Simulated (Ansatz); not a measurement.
## 17O nuclear quadrupole resonance in OF2

Cell: a Materials Project structure (computed, not necessarily an observed phase), atoms as given.

```cif
data_OF2
_symmetry_space_group_name_H-M 'Pnma'
_symmetry_Int_Tables_number 62
_cell_length_a 9.5808
_cell_length_b 3.1498
_cell_length_c 5.4113
_cell_angle_alpha 90.000
_cell_angle_beta 90.000
_cell_angle_gamma 90.000
loop_
_atom_site_label
_atom_site_type_symbol
_atom_site_symmetry_multiplicity
_atom_site_Wyckoff_symbol
_atom_site_fract_x
_atom_site_fract_y
_atom_site_fract_z
O O 4 c 0.3804 0.2500 0.9190
F5 F 4 c 0.9532 0.2500 0.8091
F9 F 4 c 0.2383 0.2500 0.8479
```

One atom of each set is listed.

Computed with Ansatz: DFT, PBE, plane waves and PAW, scalar-relativistic, 420 eV cutoff, Γ-centred 4×10×6 k-points, Fermi–Dirac smearing 0.05 eV.

17O: I = 5/2, Q = -25.58 mb (year-2017 value). Static lattice, zero field.

**Question.** At which frequencies do the 17O NQR lines lie?

**Answer.** For I = 5/2 and η = 0 the lines are 3|C_Q|/20 and twice that; η pulls their ratio below 2.

```tsv
site	atoms	V_zz (10²¹ V/m²)	C_Q (MHz)	η	line frequencies (MHz)
O	4	-45.9	28.4	0.28	4.60, 8.38
```

At O V_zz stands upright on the plane of its two bonds (within 1°).

The run took 45 s of wall time (45 s of CPU time) and 0.65 GiB at its peak, on 1 thread of Arm Neoverse V1 (aarch64; 8 cores open to the job, memory cap 2.5 GiB, no GPU), a shared host with a load of 0.8 a core.
